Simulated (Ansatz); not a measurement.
## Competing spin states in Cr2TeO6

```
CELL_PARAMETERS angstrom
4.54600 0.00000 0.00000
0.00000 4.54600 0.00000
0.00000 0.00000 9.01400
ATOMIC_POSITIONS crystal
Cr 0.00000 0.00000 0.33450
Cr 0.50000 0.50000 0.83450
Cr 0.50000 0.50000 0.16550
Cr 0.00000 0.00000 0.66550
Te 0.00000 0.00000 0.00000
Te 0.50000 0.50000 0.50000
O 0.31000 0.31000 0.33700
O 0.19000 0.81000 0.83700
O 0.69000 0.69000 0.33700
O 0.81000 0.19000 0.83700
O 0.81000 0.19000 0.16300
O 0.69000 0.69000 0.66300
O 0.19000 0.81000 0.16300
O 0.31000 0.31000 0.66300
O 0.30100 0.30100 0.00000
O 0.19900 0.80100 0.50000
O 0.69900 0.69900 0.00000
O 0.80100 0.19900 0.50000
```

All energies were calculated with Ansatz 0.2.0 (r2SCAN; 500 eV; 6×6×3 Γ-centred mesh; fermi-dirac occupations of width 0.050 eV). The atoms are fixed and numbered as listed; spin is collinear, without spin-orbit coupling.

Different starts of the self-consistent cycle ended in different solutions. Their moments in μB:

| state | Cr1 | Cr2 | Cr3 | Cr4 | other atoms together | size of the net moment a cell |
| --- | --- | --- | --- | --- | --- | --- |
| A | 2.41 | 2.41 | 2.41 | 2.41 | 0.28 | 12.00 |
| B | 2.39 | -2.39 | 2.39 | -2.39 | 0.00 | 0.00 |
| C | 0.00 | 0.00 | 0.00 | 0.00 | 0.00 | 0.00 |
| D | 2.37 | -2.37 | -2.37 | 2.37 | 0.00 | 0.00 |
| E | 2.36 | 2.36 | -2.36 | -2.36 | 0.00 | 0.00 |
| F | 2.39 | 2.38 | 2.40 | -2.36 | 0.14 | 6.00 |

Site moments are taken in small spheres that don't touch (radius about 0.4 of the atom's shortest bond), so those of the magnetic atoms read low, and they needn't add up to the net moment. State C was run without spin polarisation.

Question: What is the order in energy at zero smearing?

Answer: State E (antiparallel, compensated) is lowest; D (antiparallel, compensated) lies 2.9 meV above it, F (antiparallel, not compensated) lies 4.0 meV above it, B (antiparallel, compensated) lies 4.9 meV above it, A (parallel moments) lies 8.2 meV above it, C (without moments) lies 504 meV above it, all counted an atom of the cell.

Question: Which states have a gap on the mesh, and what pressure does each exert on this cell?

Answer: A: gap 1.38 eV, 2.5 GPa; B: gap 1.74 eV, 2.2 GPa; C: no gap, -2.3 GPa; D: gap 1.33 eV, 2.2 GPa; E: gap 1.93 eV, 2.0 GPa; F: gap 1.44 eV, 2.2 GPa (positive in compression). Moments take up room: without them the pressure is lower, so that state wants a smaller cell.

Question: Compare the parallel order A with the antiparallel order E.

Answer: Between A and E the moments keep their size (2.41 against 2.36 μB in the mean), so the difference mostly measures the exchange between the flipped sites: the antiparallel order gains 37 meV for each Cr atom. The nearest flipped pair stands 2.98 Å apart. Flipped pairs are linked through O; the widest Cr–O–Cr angle among the nearer links is 128°, at 3.56 Å between the metal atoms.

Question: How much does the cell gain by forming moments?

Answer: 504 meV an atom of the cell, or 2267 meV for each Cr atom, against state C, which has none. A run without spin would miss this and give wrong energies and forces. That state isn't the paramagnet, which keeps its moments, so this is no ordering energy.

Of 5 runs begun from atoms with typed moments, each in a different pattern, 1 ended in state E: one start isn't enough to call a state the ground state.

The cell is that of a Crystallography Open Database entry, unchanged.

Caveats: only orders that fit this cell and collinear spins were tried, so the true order may need a larger cell or canted moments; atoms and cell are not relaxed, and each state would relax in its own way; semilocal functionals without U often misplace the states of 3d oxides, halides and chalcogenides; the k mesh is coarse, so differences of a few meV are uncertain where a state is a metal; one start a pattern, so a lower state of the same pattern may exist; the atoms stand off equilibrium, with forces up to 0.6 eV/Å.
